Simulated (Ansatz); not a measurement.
**Relaxing a structure of CuI**

The start is a randomly generated symmetric cell of CuI (space group No. 160). The cell and all atomic positions are relaxed at zero pressure with r2SCAN (plane waves to 500 eV, PAW, scalar-relativistic; Ansatz, a quantum-chemistry and plane-wave program). The first steps use a coarse 6×6×6 k-mesh.

Starting cell:
```yaml
crystal:
  lattice:
    - [2.39306, 1.38164, 2.84629]
    - [-2.39306, 1.38164, 2.84629]
    - [0.00000, -2.76327, 2.84629]
  atoms:
    - { symbol: Cu, position: [0.99418, 0.99418, 0.99418] }
    - { symbol: I, position: [0.59479, 0.59479, 0.59479] }
```

**Question.** How large is the pressure on the unrelaxed cell, and of which sign?

**Answer.** -4.1 GPa (negative: the cell is under tension).

**Question.** What symmetry does the relaxed structure have?

**Answer.** The space group goes from R3m (No. 160) to F-43m (No. 216); the end is zinc blende type, with 2 atoms in the primitive cell.

**Question.** By how much does the energy per atom fall from start to end?

**Answer.** 0.39 eV/atom.

**Question.** How does the volume change?

**Answer.** -3.3 %, from 28.23 to 27.29 Å³/atom.

**Question.** How do the shortest distances between atoms change?

**Answer.** The closest pairs of elements (up to four, under 3.6 Å), start → end: Cu–I 2.82 → 2.61 Å.

**Question.** Is the relaxed structure metallic? Give its gap.

**Answer.** 1.67 eV, direct at Γ (no spin-orbit coupling).

**Question.** Give the final cell and atomic positions.

**Answer.** 
Space group F-43m (No. 216); a = 6.0214 Å, b = 6.0214 Å, c = 6.0214 Å, α = 90.00°, β = 90.00°, γ = 90.00°

```json
[
 {"atom": "Cu", "site": "4b", "symmetry": "-43m", "x": "0.5000", "y": "0.5000", "z": "0.5000"},
 {"atom": "I", "site": "4d", "symmetry": "-43m", "x": "0.7500", "y": "0.7500", "z": "0.7500"}
]
```
(The calculation used a cell of 2 atoms; values per cell refer to that cell.)

Final values are on a 10×10×10 k-mesh of the relaxed cell. No spin polarisation in the result. Spin-orbit coupling is missing; with elements this heavy it can move band edges by tenths of an eV or more.

The run could not lose the symmetry of its start.
